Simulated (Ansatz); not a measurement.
LaBi (rock salt)

```
CELL_PARAMETERS angstrom
      0.00000     3.33114     3.33114
      3.33114     0.00000     3.33114
      3.33114     3.33114     0.00000
ATOMIC_POSITIONS crystal
  La 0.50000 0.50000 0.50000
  Bi 0.00000 0.00000 0.00000
```

The slice is a {111} plane (indices of the conventional cell) through the point (0.500, 0.500, 0.500) (fractional), spanned by u = [100] and v = [-1 2 0] in vectors of this cell: u (4.71 Å) and v (8.16 Å, at 90° to u). It covers one period; positions are fractions (u, v).

Level of theory: r2SCAN (plane waves to 500 eV, PAW, scalar-relativistic; Ansatz, an electronic-structure program). k mesh 12×12×12. Near the nuclei the fields are pseudised (PAW); where an atom keeps semicore shells as valence, they peak there. LaBi is run without spin polarisation. LaBi was relaxed with its symmetry unable to fall. Spin-orbit coupling is left out, though Bi is heavy.

Task: Predict the map of the electrostatic potential energy of an electron, from the cell's mean on the slice.

Result: 
```
v \ u  0.00  0.12  0.25  0.38  0.50  0.62  0.75  0.88
-----  ----  ----  ----  ----  ----  ----  ----  ----
0.96      x     x  <0.0   6.1   8.2   6.1  <0.0     x
0.86   <0.0  <0.0   4.8   7.9   8.6   7.9   4.8  <0.0
0.75    7.6   7.9   8.1   7.9   7.6   7.9   8.2   7.9
0.64    8.6   7.9   4.8  <0.0  <0.0  <0.0   4.8   7.9
0.54    8.2   6.1  <0.0     x     x     x  <0.0   6.1
0.43    8.3   6.6  <0.0     x     x     x  <0.0   6.6
0.32    8.6   8.3   6.7   3.8   2.0   3.8   6.7   8.3
0.21    5.7   6.5   7.8   8.3   8.4   8.3   7.8   6.5
0.11      x  <0.0   2.2   7.2   8.5   7.2   2.2  <0.0
0.00      x     x  <0.0   5.9   8.2   5.9  <0.0     x
```

Values: electrostatic potential energy of an electron, from the cell's mean, in eV. Points within 1 Å of a nucleus are blanked (x), as the pseudised field means little there. Values under 0 eV are set to 0. The zero, the cell's mean, hangs on the PAW cores.
